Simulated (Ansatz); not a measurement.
Given:

SrCl2:
```
CELL_PARAMETERS angstrom
      0.00000     3.49746     3.49746
      3.49746     0.00000     3.49746
      3.49746     3.49746     0.00000
ATOMIC_POSITIONS crystal
  Sr 0.00000 0.00000 0.00000
  Cl 0.25000 0.25000 0.25000
  Cl 0.75000 0.75000 0.75000
```

This is the r²SCAN-relaxed structure.

### Question
All from the program Ansatz at the r²SCAN level (PAW), unless another level is named. Give the hole effective mass.

### Answer
0.45, 3.9, 3.9 mₑ (principal values).

### Question
Next, the HSE06 gap on the r²SCAN cell?

### Answer
6.59 eV.

### Question
Predict the gap with spin–orbit coupling.

### Answer
5.94 eV.

### Question
Predict the weight of the valence-edge state by species (Voronoi cells).

### Answer
Cl 98 %.

### Question
Give the valence-band maximum.

### Answer
at X.

Space group Fm-3m (fluorite). Symmetry was held in the r²SCAN relaxation; phonons on a q-mesh show no instability. Spin–orbit coupling is left out wherever it is not named.

Potentials: the later of the program's two PAW sets.
